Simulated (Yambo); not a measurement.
G0W0@PBEsol for LiBH₄ (space group P6_3mc, No. 186) in Yambo. Reference settings: 3×3×2 Γ-centred k mesh, bands 3 to 199 and a 8 Ry block in the screening, 199 bands in G with the Bruneval-Gonze terminator, plasmon pole fitted at 27.2 eV. The PBEsol gap Γ → Γ on this mesh is 6.74 eV; G0W0 gaps are taken between the same points.

The settings were changed. The gap went from 9.84 eV to 9.47 eV, and the shift of the valence edge from -2.04 eV to -1.61 eV.

Problem. Which change was made?
A. 3×3×1 mesh
B. 38 bands in W, 38 bands in G, 3 Ry block
C. 150 bands in W, 150 bands in G, 3 Ry block, no terminator
D. 38 bands in W, 38 bands in G, 2 Ry block

Solution. C, 150 bands in W, 150 bands in G, 3 Ry block, no terminator. The others gave (gap, valence shift): 3×3×1 mesh: 9.81, -1.98 eV; 38 bands in W, 38 bands in G, 2 Ry block: 9.53, -1.46 eV; 38 bands in W, 38 bands in G, 3 Ry block: 9.58, -1.48 eV.

Geometry of the Materials Project entry, not relaxed at this level; primitive cell a = b = 4.2028 Å, c = 7.4201 Å, α = β = 90.00°, γ = 120.00°.

The structure is a Materials Project entry; no match was found in the copy of COD used, and its stability was not checked.

A shift is the quasiparticle energy of the state minus its PBEsol energy.
